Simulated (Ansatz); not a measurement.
Ansatz (a first-principles code) input:

Ansatz 0.2 input:
```yaml
crystal:
  lattice:
    - [4.8121734628, 0.0, 0.0]
    - [0.0, 4.8121734628, 0.0]
    - [0.0, 0.0, 4.8121734628]
  atoms:
    - { symbol: Ag, position: [0.75, 0.75, 0.75] }
    - { symbol: Ag, position: [0.75, 0.25, 0.25] }
    - { symbol: Ag, position: [0.25, 0.25, 0.75] }
    - { symbol: Ag, position: [0.25, 0.75, 0.25] }
    - { symbol: O, position: [0.0, 0.0, 0.0] }
    - { symbol: O, position: [0.5, 0.5, 0.5] }
kpoints:
  mp_grid: { grid: [6, 6, 6] }
  band_path:
    path:
      - [[0.0, 0.0, 0.0], [0.0, 0.5, 0.0], [0.5, 0.5, 0.0], [0.0, 0.0, 0.0], [0.5, 0.5, 0.5], [0.0, 0.5, 0.0]]  # Γ-X-M-Γ-R-X
      - [[0.5, 0.5, 0.5], [0.5, 0.5, 0.0]]  # R-M
    npoints: 12
basis: { xc_grid: 2 }
hamiltonian:
  xc: pbe
  pseudopotentials: { kind: paw }
magnetization: { noncollinear: true, spin_orbit: true }
scf:
  n_extra_bands: 12
  convergence: { dr2_threshold: 0.0000000001 }
  occupations: { method: gaussian, width: 0.05 }
output: { eigenvalues: true }
```

Output (shortened):

```
Pseudopotential: Ag, paw_fr, valence charge 19
Pseudopotential: O, paw_fr, valence charge 6
Functional definition: PBE
non-collinear run that drives no moment, with spin-orbit …
Crystal: 6 atoms, lattice volume = 111.436 Å³
Basis set: ecut = 420 eV, 2109 PW (Γ), exchange–correlation on 72×72×72 points (8 copies of the dense FFT grid, shifted against one another)
Bands: 100, of which v1, the nominal top of the filled ones, is band 88 counted from 1 (87 counted from 0)
Symmetry: 48 space group operations + 48 with time reversal
k-points: 20 of 216
Projection manifold: j_resolved (fully-relativistic pseudo-atomic orbitals)
SCF iter   1: F=—  HF=-31502.752276 eV  |F-HF|=—  |Δ(HF+E_count)|=         —  Δρ=6.40e-2  dr2=3.78e0  dr2_m=0.00e0 (ungated)  ethr=3.10e-3  |M|=0.00e0 ∫|m|=0.00e0 μB  |m|>n=0.0e0 m-floor=0.0e0 τ_xc=0.0e0  β_m=0.30  ⟨swp⟩=7.5  Hψ=4714  notcnv=0  defer=18
preconditioner: auto → Resta (q_TF=auto, 2.623 Å⁻¹)
spin=Noncollinear: Resta preconditioning applied to the charge; magnetization (m_x, m_y, m_z) channels mix plain (no charge-response kernel on spin).
SCF iter   2: F=—  HF=-31502.114765 eV  |F-HF|=—  |Δ(HF+E_count)|=   6.38e-1  Δρ=2.66e-2  dr2=5.29e-1  dr2_m=0.00e0 (ungated)  ethr=3.10e-3  |M|=0.00e0 ∫|m|=0.00e0 μB  |m|>n=0.0e0 m-floor=0.0e0 τ_xc=0.0e0  β_m=0.38  ⟨swp⟩=2.0  Hψ=1334  notcnv=0  defer=102
SCF iter   3: F=—  HF=-31502.083341 eV  |F-HF|=—  |Δ(HF+E_count)|=   3.14e-2  Δρ=1.21e-2  dr2=8.91e-2  dr2_m=0.00e0 (ungated)  ethr=6.01e-4  |M|=0.00e0 ∫|m|=0.00e0 μB  |m|>n=0.0e0 m-floor=0.0e0 τ_xc=0.0e0  β_m=0.65  ⟨swp⟩=2.1  Hψ=1527  notcnv=0  defer=104
SCF iter   4: F=—  HF=-31502.086393 eV  |F-HF|=—  |Δ(HF+E_count)|=   3.05e-3  Δρ=2.33e-3  dr2=6.99e-3  dr2_m=0.00e0 (ungated)  ethr=1.01e-4  |M|=0.00e0 ∫|m|=0.00e0 μB  |m|>n=0.0e0 m-floor=0.0e0 τ_xc=0.0e0  β_m=0.66  ⟨swp⟩=2.0  Hψ=1788  notcnv=0  defer=108
SCF iter   5: F=—  HF=-31502.085829 eV  |F-HF|=—  |Δ(HF+E_count)|=   5.63e-4  Δρ=9.38e-4  dr2=1.13e-3  dr2_m=0.00e0 (ungated)  ethr=7.94e-6  |M|=0.00e0 ∫|m|=0.00e0 μB  |m|>n=0.0e0 m-floor=0.0e0 τ_xc=0.0e0  β_m=0.83  ⟨swp⟩=2.0  Hψ=1441  notcnv=0  defer=108
SCF iter   6: F=—  HF=-31502.086291 eV  |F-HF|=—  |Δ(HF+E_count)|=   4.61e-4  Δρ=4.71e-4  dr2=1.66e-4  dr2_m=0.00e0 (ungated)  ethr=1.29e-6  |M|=0.00e0 ∫|m|=0.00e0 μB  |m|>n=0.0e0 m-floor=0.0e0 τ_xc=0.0e0  β_m=0.92  ⟨swp⟩=2.0  Hψ=1458  notcnv=0  defer=108
SCF iter   7: F=—  HF=-31502.086303 eV  |F-HF|=—  |Δ(HF+E_count)|=   1.26e-5  Δρ=7.65e-5  dr2=5.20e-6  dr2_m=0.00e0 (ungated)  ethr=1.89e-7  |M|=0.00e0 ∫|m|=0.00e0 μB  |m|>n=0.0e0 m-floor=0.0e0 τ_xc=0.0e0  β_m=0.96  ⟨swp⟩=2.0  Hψ=1506  notcnv=0  defer=108
SCF iter   8: F=—  HF=-31502.086426 eV  |F-HF|=—  |Δ(HF+E_count)|=   1.23e-4  Δρ=1.85e-5  dr2=3.80e-7  dr2_m=0.00e0 (ungated)  ethr=5.91e-9  |M|=0.00e0 ∫|m|=0.00e0 μB  |m|>n=0.0e0 m-floor=0.0e0 τ_xc=0.0e0  β_m=0.98  ⟨swp⟩=2.0  Hψ=1498  notcnv=0  defer=108
SCF iter  11: F=-31502.086427 eV  HF=-31502.086427 eV  |F-HF|=7.28e-12  |Δ(HF+E_count)|=  9.31e-10  Δρ=2.83e-7  dr2=5.56e-11  dr2_m=0.00e0 (ungated)  ethr=1.00e-12  |M|=0.00e0 ∫|m|=0.00e0 μB  |m|>n=0.0e0 m-floor=0.0e0 τ_xc=0.0e0  ⟨swp⟩=6.6  Hψ=3523  notcnv=0
SCF 1 converged in 11 iterations: F = -31502.086427 eV  dr2 = 5.56e-11
NSCF: frozen V_eff on 74 k-points
SCF converged after 11 iterations
Magnetization: |M| = 0.0000 μB,  M = (+0.0000, +0.0000, +0.0000) μB
Absolute magnetization: 0.0000 μB (∫|m|)
  site 0: m = (+0.0000, +0.0000, +0.0000) μB, |m| = 0.0000 μB  (R = 0.86 Å)
  site 1: m = (+0.0000, +0.0000, +0.0000) μB, |m| = 0.0000 μB  (R = 0.86 Å)
  site 2: m = (+0.0000, +0.0000, +0.0000) μB, |m| = 0.0000 μB  (R = 0.86 Å)
  site 3: m = (+0.0000, +0.0000, +0.0000) μB, |m| = 0.0000 μB  (R = 0.86 Å)
  site 4: m = (+0.0000, +0.0000, +0.0000) μB, |m| = 0.0000 μB  (R = 0.86 Å)
  site 5: m = (+0.0000, +0.0000, +0.0000) μB, |m| = 0.0000 μB  (R = 0.86 Å)
Free energy (F): -31502.086427 eV
Harris-Foulkes:  -31502.086427 eV  (|F-HF|=7.28e-12)
Internal energy: -31502.086335 eV  (E = F + TS)
E sigma→0 (E₀):  -31502.086381 eV
Entropy (-TS):   -0.000092 eV (-0.015 meV/atom)
Fermi energy:    9.984747 eV
--- Per-component energies (eV) ---
  E_band       = -1403.998562
  E_kinetic    = 2452.882376
  E_local      = -11991.370077  (includes V_loc(G=0)·N_el)
  E_nonlocal   = 416.196472
  E_hartree    = 5277.743206
  E_xc         = -880.371719
  E_vxc        = -1118.651864  (∫ρ·V_xc dr)
  E_paw        = -15932.571106  (= ΣΔE_a)
  E_vpaw       = -1718.547818  (= ΣTr[D̂ρ^β])
  E_aug_tail   = 0.006101  (compensation charges beyond the density's cutoff)
  E_ewald      = -10844.601589
  E_smearing   = -0.000092  (= −TS)
  E_closure    = 0.000000  (closes the sum)
  Σ components = -31502.086427   (vs F -31502.086427, Δ=0.00e0)
  [band-id]    e_kinetic+e_local+e_nonlocal+2·e_hartree+e_vxc+e_vpaw+e_augmentation_tail = -1403.998398   (vs E_band -1403.998562, Δ=1.64e-4)
--- Band table (eV; the first three rows and the last of 20) ---
  k-point 0: bands = ["-80.9058", "-80.9058", "-80.9040", "-80.9040", "-80.9040", "-80.9040", "-80.9040", "-80.9040", "-47.9433", "-47.9433", "-47.9418", "-47.9418", "-47.9418", "-47.9418", "-47.9325", "-47.9325", "-42.8919", "-42.8919", "-42.8784", …
  k-point 1: bands = ["-80.9057", "-80.9057", "-80.9041", "-80.9041", "-80.9040", "-80.9040", "-80.9040", "-80.9040", "-47.9431", "-47.9431", "-47.9419", "-47.9419", "-47.9414", "-47.9414", "-47.9332", "-47.9332", "-42.8908", "-42.8908", "-42.8787", …
  k-point 2: bands = ["-80.9053", "-80.9053", "-80.9045", "-80.9045", "-80.9040", "-80.9040", "-80.9040", "-80.9040", "-47.9427", "-47.9427", "-47.9421", "-47.9421", "-47.9398", "-47.9398", "-47.9350", "-47.9350", "-42.8880", "-42.8880", "-42.8807", …
  k-point 19: bands = ["-80.9046", "-80.9046", "-80.9044", "-80.9044", "-80.9044", "-80.9044", "-80.9044", "-80.9044", "-47.9413", "-47.9413", "-47.9397", "-47.9397", "-47.9397", "-47.9397", "-47.9390", "-47.9390", "-42.8906", "-42.8906", "-42.8859", …
```

Cost: very roughly 2.8 core-minutes on shared cores.

Space group Pn-3m. The PBE relaxation kept the symmetry of its start; of distortions, only those at the zone centre were tested. The run is not spin-polarised.

Potentials: the later of the program's two PAW sets.

Ansatz is a plane-wave DFT program.
